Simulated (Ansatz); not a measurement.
Space group R-3:H (No. 148). a = 5.581 Å, b = 5.581 Å, c = 30.846 Å, α = 90.00°, β = 90.00°, γ = 120.00°
```tsv
atom	site	symmetry	x	y	z
Zr	18f	1	0.6674	0.6642	0.0410
Zr	18f	1	0.0070	0.3317	0.2081
O	3b	-3.	0.3333	0.6667	0.1667
O	6c	3.	0.6667	0.3333	0.0832
```

Equation of state of this Zr₄O structure (not necessarily the ground state), with shape and atoms relaxed at each volume where symmetry leaves them free. It has no gap at any of these volumes. Level of theory: DFT PBEsol, scalar-relativistic, plane waves, PAW (Ansatz 0.2.0).

Settings: cutoff 420 eV, Γ-centred mesh 6×6×6 on the computed 15-atom cell, Gaussian smearing of 0.10 eV; no spin polarisation.

```
V (Å³/atom) E − E(largest V) (meV/atom) P (GPa)
     16.270                        67.51    21.05
     16.825                         5.97    14.63
     17.380                       -34.81     9.05
     17.934                       -57.56     4.20
     18.489                       -64.65     0.00
     19.044                       -58.16    -3.65
     19.598                       -39.91    -6.80
     20.338                         0.00   -10.36
```

Fit a third-order Birch–Murnaghan equation to E(V).

V0 = 18.49 Å³/atom, B0 = 130 GPa, B0' = 3.7.

Cost: 8 runs of about 30 core-minutes in all, on Intel Xeon 6975P-C (Granite Rapids) (shared hosts).